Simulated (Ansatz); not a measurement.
Data:

HfSi:
Space group I4₁md (No. 109); a = 3.411 Å, b = 3.411 Å, c = 13.604 Å, α = 90.00°, β = 90.00°, γ = 90.00°

```json
[
 {"atom": "Hf", "site": "4a", "symmetry": "2mm.", "x": "0.0000", "y": "0.0000", "z": "0.7574"},
 {"atom": "Si", "site": "4a", "symmetry": "2mm.", "x": "0.0000", "y": "0.0000", "z": "0.1586"}
]
```
(The calculation used a cell of 4 atoms; values per cell refer to that cell.)

This is the PBE-relaxed structure.

**Question.** All from the program Ansatz at the PBE level (PAW), unless another level is named. Give the electronic character.

**Answer.** metallic (no gap).

**Question.** What about the density of states at the Fermi level?

**Answer.** 0.85 states/eV per atom (mean over ±0.08 eV).

**Question.** Give the formation energy from the elements (no fitted shifts).

**Answer.** -0.25 eV/atom.

Space group I4_1md. The cell is a constructed one: a structure type filled with these elements; neither database checked (COD, Materials Project) lists it. COD files the formula under space group No. 62, so this cell is another polymorph or a model. Its standing as an ambient phase is unchecked. Symmetry was held in the PBE relaxation; whether a distortion lowers the energy is not shown. The run is not spin-polarised. The references are the lowest solids computed at this level, not always the standard phases. Scalar-relativistic: spin–orbit coupling is off unless named, which matters more the heavier the elements.

Potentials: the later of the program's two PAW sets.
